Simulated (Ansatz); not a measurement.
**Al3Ga2P5 (I-4m2) at 3 levels of theory**

One geometry, relaxed with PBE; plane waves with PAW potentials in Ansatz, scalar-relativistic. No spin polarisation. Gaps are the least over mesh and band path; pressure is positive in compression.

```
Al Ga P
1.0
    -1.94707    1.94707   13.76613
     1.94707   -1.94707   13.76613
     1.94707    1.94707  -13.76613
Al Ga P
3 2 5
Direct
  0.89999 0.89999 0.00000
  0.50000 0.50000 0.00000
  0.10001 0.10001 0.00000
  0.70001 0.70001 0.00000
  0.29999 0.29999 0.00000
  0.44998 0.94998 0.50000
  0.05002 0.55002 0.50000
  0.64980 0.14980 0.50000
  0.25000 0.75000 0.50000
  0.85020 0.35020 0.50000
```

| level | cutoff (eV) | k mesh | gap (eV) | pressure (GPa) |
| --- | --- | --- | --- | --- |
| PBE | 420 | 10×10×10 | 1.60 | 0.0 |
| r2SCAN | 500 | 10×10×10 | 1.90 | -1.8 |
| PBEsol | 420 | 10×10×10 | 1.46 | -2.2 |

The cell was found from a structure generator's guess, not taken from experiment.
